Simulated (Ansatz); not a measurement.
Values for one crystal, relaxed and computed with DFT-r²SCAN in the program Ansatz with PAW potentials; other levels are named.

| Quantity | Result |
|---|---|
| Volume per atom | 23.36 Å³ |
| Band gap | 0.16 eV (indirect) |
| Valence-band maximum | off the standard path, at k = (0.000, 0.312, 0.346) in fractions of the reciprocal vectors |
| Smallest direct gap on the standard path | 0.44 eV |
| Formation energy from the elements (no fitted shifts) | -0.56 eV/atom |
| Conduction-band minimum | on the Γ–X line, 14 % of the way from Γ (6 equivalent valleys) |

Q: Pick the material that matches.
(A) SnTePt, P2_13 (Sn on 4a, Te on 4a, Pt on 4a)
(B) SnF2, P4_12_12 (Sn on 4a, F on 8b)
(C) K2TeOF4, Cmcm (Pearson symbol oS32)
(D) CdTeO3, P2_1/c (Pearson symbol mP40)

A: A, SnTePt, P2_13 (Sn on 4a, Te on 4a, Pt on 4a)

The workflow started from a Materials Project entry (that database holds measured and hypothetical structures alike); the Crystallography Open Database copy checked does not list it. Whether it is the stable phase at ambient conditions was not checked. Symmetry was held in the r²SCAN relaxation; whether a distortion lowers the energy is not shown. The run is not spin-polarised. The references are the lowest solids computed at this level, not always the standard phases. Scalar-relativistic: spin–orbit coupling is off unless named, which matters more the heavier the elements.

Potentials: the later of the program's two PAW sets.
